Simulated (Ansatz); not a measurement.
Data:

LaC (rock salt, Fm-3m), a = 5.3496 Å, b = 5.3496 Å, c = 5.3496 Å, α = 90.00°, β = 90.00°, γ = 90.00°; the cell used has 2 atoms.

This is the PBEsol-relaxed structure.

Task: All from plane-wave PAW PBEsol (Ansatz code), unless another level is named. Give the bulk modulus (Birch–Murnaghan fit).

Result: 87.3 GPa.

Task: Predict the elastic constants (relaxed ions, GPa).

Result: C11 = 33.9, C12 = 116, C44 = 44.2.

The start of the workflow was typed in or built on a structure type; neither database checked (COD, Materials Project) lists it. Its standing as an ambient phase is unchecked. The cell was relaxed with PBEsol under the symmetry of its start. At this level the phase is dynamically unstable (imaginary phonons). Its formation energy is positive at this level, so the cell may be metastable or incomplete. As this level gives no gap, shear constants depend on the k-mesh and smearing (Fermi–Dirac, 0.1 eV here). On the denser mesh and wider smearing of the elastic run this cell carries a stress of 0.4 GPa. Scalar-relativistic: spin–orbit coupling is off unless named, which matters more the heavier the elements.

Potentials: the earlier of the program's two PAW sets. The files were generated under PBE; for other functionals the program regenerates the frozen cores, and for LDA and PBEsol the local potential too.
